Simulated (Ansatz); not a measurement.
C:
```xyz
8
Lattice="0.0000 3.7449 3.7449 3.7449 0.0000 3.7449 3.7449 3.7449 0.0000" Properties=species:S:1:pos:R:3 pbc="T T T"
C      3.2165     4.2733     3.2165
C      5.0890     6.1457     6.1457
C      3.2165     3.2165     4.2733
C      6.1457     5.0890     6.1457
C      4.2733     4.2733     4.2733
C      5.0890     5.0890     5.0890
C      4.2733     3.2165     3.2165
C      6.1457     6.1457     5.0890
```

Relaxed with PBEsol. Special points in fractions of this cell's reciprocal vectors: Γ (0.000, 0.000, 0.000); X (0.500, 0.000, 0.500); U (0.625, 0.250, 0.625); K (0.375, 0.375, 0.750); L (0.500, 0.500, 0.500); W (0.500, 0.250, 0.750).

Question: List the band energies nearest the valence-band maximum at these points for PBEsol (plane waves, PAW; program Ansatz).

Answer: In eV from the valence-band maximum; about four levels below and three above (degenerate sets whole), none deeper than 8.9 eV; points with the same levels are listed once.

```csv
k,below,above
Γ,-5.79 -5.79 0.00 0.00,2.25 2.25 2.25
X,-4.00 -4.00 -2.89 -2.89,3.26 3.26 4.44 4.44
U,-4.12 -3.57 -3.45 -2.63,3.20 3.59 4.25
L,-4.76 -4.76 -1.80 -1.80,2.28 3.05 3.94 3.94
W,-3.75 -3.75 -3.17 -3.17,3.55 3.55 4.43 4.43
```

Space group Fd-3m. The start of the workflow was typed in or built on a structure type. Its sites differ from those of the usual phase in this space group: another stacking or structure type. Symmetry was held in the PBEsol relaxation; whether a distortion lowers the energy is not shown.

Potentials: the later of the program's two PAW sets.
